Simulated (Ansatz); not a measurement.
Data:

LiGeN:
```yaml
crystal:
  lattice:
    - [2.98692, 0.00000, 0.00000]
    - [-1.49346, 2.58675, 0.00000]
    - [0.00000, 0.00000, 9.35380]
  atoms:
    - { symbol: Li, position: [0.66667, 0.33333, 0.74324] }
    - { symbol: Li, position: [0.33333, 0.66667, 0.24324] }
    - { symbol: Ge, position: [0.00000, 0.00000, 0.49881] }
    - { symbol: Ge, position: [0.00000, 0.00000, 0.99881] }
    - { symbol: N, position: [0.33333, 0.66667, 0.60259] }
    - { symbol: N, position: [0.66667, 0.33333, 0.10259] }
```

This is the r²SCAN-relaxed structure.

### Question
All from the program Ansatz at the r²SCAN level (PAW), unless another level is named. Predict the hole effective mass.

### Answer
0.40, 1.4, 13 mₑ (principal values).

### Question
And the band gap?

### Answer
1.83 eV (indirect).

### Question
What about the HSE06 gap on the r²SCAN cell?

### Answer
2.23 eV.

### Question
What about the electron effective mass?

### Answer
0.39, 0.51, 0.70 mₑ (principal values).

### Question
Next, the formation energy from the elements (no fitted shifts)?

### Answer
-0.37 eV/atom.

### Question
Predict the conduction-band minimum.

### Answer
at M (3 equivalent valleys).

Space group P6_3mc. The workflow started from a Materials Project entry (that database holds measured and hypothetical structures alike); the Crystallography Open Database copy checked does not list it. Its standing as an ambient phase is unchecked. The r²SCAN relaxation kept the symmetry of its start; whether a distortion lowers the energy is not shown. The references are the lowest solids computed at this level, not always the standard phases (solids in place of the gases). Scalar-relativistic: spin–orbit coupling is off unless named, which matters more the heavier the elements.

Potentials: the later of the program's two PAW sets.
